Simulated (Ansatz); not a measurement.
Phonons of SiC (wurtzite) at Γ, M = (0.5, 0.0, 0.0), A = (0.0, 0.0, 0.5), L = (0.5, 0.0, 0.5).

SiC (wurtzite)

```xyz
4
Lattice="3.0753 0.0000 0.0000 -1.5377 2.6633 0.0000 0.0000 0.0000 5.0482" Properties=species:S:1:pos:R:3 pbc="T T T"
Si     1.5377     0.8878     0.0025
Si     0.0000     1.7755     2.5266
C      1.5377     0.8878     3.1536
C      0.0000     1.7755     0.6295
```

Method: r2SCAN (plane waves to 500 eV, PAW, scalar-relativistic; Ansatz, a quantum-chemistry and plane-wave program). DFPT wavenumbers on a 10×10×6 k mesh, in cm⁻¹; i marks imaginary ones, q is in fractions of the reciprocal vectors of the cell shown, and the three acoustic modes at Γ are left out. The non-analytic (LO-TO) term is not included, so polar modes at Γ have their transverse values. The program warned that its band solver left a few bands short of their tolerance. SiC was relaxed with its symmetry unable to fall.

```csv
q,wavenumbers (cm⁻¹)
Γ,"271 (×2), 605, 765 (×2), 773, 802 (×2), 846"
"M = (0.5, 0.0, 0.0)","271, 352, 376, 448, 557, 564, 754, 764, 776, 791, 851, 865"
"A = (0.0, 0.0, 0.5)","203 (×4), 406 (×2), 782 (×4), 922 (×2)"
"L = (0.5, 0.0, 0.5)","335 (×2), 336 (×2), 613 (×2), 768 (×2), 790 (×2), 840 (×2)"
```

The structure shows no imaginary mode at these points (lowest 203 cm⁻¹ at A = (0.0, 0.0, 0.5)); other wave vectors were not tested.

Highest mode: 922 cm⁻¹ at A = (0.0, 0.0, 0.5).
